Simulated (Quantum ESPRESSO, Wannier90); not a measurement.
**AlSb (zinc blende), plane waves to Wannier functions**

```xyz
2
Lattice="0.0000 3.0925 3.0925 3.0925 0.0000 3.0925 3.0925 3.0925 0.0000" Properties=species:S:1:pos:R:3 pbc="T T T"
Al     0.0000     0.0000     0.0000
Sb     1.5463     1.5463     1.5463
```

Materials Project entry mp-2624; symmetrised, unrelaxed at this level. COD (Crystallography Open Database) has an entry of this formula and space group (matched by these alone). Level: PBEsol, spinors with spin-orbit coupling; pw.x of Quantum ESPRESSO at 64 Ry with PseudoDojo potentials, 8×8×8 k-points, Wannier90. Density: 8×8×8 mesh, cold smearing 0.01 Ry.

A tight-binding model is made by disentanglement and projection with no localisation steps (num_iter = 0), so the 16 orbitals stay atom-like: hydrogen-like Al: s;p; Sb: s;p, axes along x, y, z; frozen window up to 2.44 eV relative to the valence-band maximum. It follows pw.x to 12 meV rms for states up to 1.9 eV relative to the valence-band maximum. Matrix elements depend on this choice of orbitals and windows.

The 45 largest hoppings ⟨m,0|H|n,R⟩ between different sites (one of each Hermitian pair; signs follow the real orbitals' lobes; the list may end inside a set of equal values):

```
m              n      R  distance of the centres (Å)  t (eV)  Im t (eV)
-------  -------  -----  ---------------------------  ------  ---------
Sb2 s↑    Al1 s↑  0 0 0                         2.68  -1.353      0.000
Sb2 s↓    Al1 s↓  0 0 0                         2.68  -1.353      0.000
Sb2 s↑    Al1 s↑  0 0 1                         2.68  -1.353      0.000
Sb2 s↓    Al1 s↓  0 0 1                         2.68  -1.353      0.000
Sb2 s↑    Al1 s↑  0 1 0                         2.68  -1.353      0.000
Sb2 s↓    Al1 s↓  0 1 0                         2.68  -1.353      0.000
Sb2 s↑    Al1 s↑  1 0 0                         2.68  -1.353      0.000
Sb2 s↓    Al1 s↓  1 0 0                         2.68  -1.353      0.000
Sb2 s↑   Al1 pz↑  0 0 0                         2.68  -1.156      0.000
Sb2 s↑   Al1 px↑  0 0 0                         2.68  -1.156      0.000
Sb2 s↑   Al1 py↑  0 0 0                         2.68  -1.156      0.000
Sb2 s↓   Al1 pz↓  0 0 0                         2.68  -1.156      0.000
Sb2 s↓   Al1 px↓  0 0 0                         2.68  -1.156      0.000
Sb2 s↓   Al1 py↓  0 0 0                         2.68  -1.156      0.000
Sb2 s↑   Al1 pz↑  0 0 1                         2.68  -1.156      0.000
Sb2 s↑   Al1 px↑  0 0 1                         2.68   1.156      0.000
Sb2 s↑   Al1 py↑  0 0 1                         2.68   1.156      0.000
Sb2 s↓   Al1 pz↓  0 0 1                         2.68  -1.156      0.000
Sb2 s↓   Al1 px↓  0 0 1                         2.68   1.156      0.000
Sb2 s↓   Al1 py↓  0 0 1                         2.68   1.156      0.000
Sb2 s↑   Al1 pz↑  0 1 0                         2.68   1.156      0.000
Sb2 s↑   Al1 px↑  0 1 0                         2.68   1.156      0.000
Sb2 s↑   Al1 py↑  0 1 0                         2.68  -1.156      0.000
Sb2 s↓   Al1 pz↓  0 1 0                         2.68   1.156      0.000
Sb2 s↓   Al1 px↓  0 1 0                         2.68   1.156      0.000
Sb2 s↓   Al1 py↓  0 1 0                         2.68  -1.156      0.000
Sb2 s↑   Al1 pz↑  1 0 0                         2.68   1.156      0.000
Sb2 s↑   Al1 px↑  1 0 0                         2.68  -1.156      0.000
Sb2 s↑   Al1 py↑  1 0 0                         2.68   1.156      0.000
Sb2 s↓   Al1 pz↓  1 0 0                         2.68   1.156      0.000
Sb2 s↓   Al1 px↓  1 0 0                         2.68  -1.156      0.000
Sb2 s↓   Al1 py↓  1 0 0                         2.68   1.156      0.000
Sb2 pz↑   Al1 s↑  0 0 0                         2.68   1.152      0.000
Sb2 pz↓   Al1 s↓  0 0 0                         2.68   1.152      0.000
Sb2 px↑   Al1 s↑  0 0 0                         2.68   1.152     -0.003
Sb2 px↓   Al1 s↓  0 0 0                         2.68   1.152      0.003
Sb2 py↑   Al1 s↑  0 0 0                         2.68   1.152      0.003
Sb2 py↓   Al1 s↓  0 0 0                         2.68   1.152     -0.003
Sb2 pz↑   Al1 s↑  0 0 1                         2.68   1.152      0.000
Sb2 pz↓   Al1 s↓  0 0 1                         2.68   1.152      0.000
Sb2 px↑   Al1 s↑  0 0 1                         2.68  -1.152      0.003
Sb2 px↓   Al1 s↓  0 0 1                         2.68  -1.152     -0.003
Sb2 py↑   Al1 s↑  0 0 1                         2.68  -1.152     -0.003
Sb2 py↓   Al1 s↓  0 0 1                         2.68  -1.152      0.003
Sb2 pz↑   Al1 s↑  0 1 0                         2.68  -1.152      0.000
```
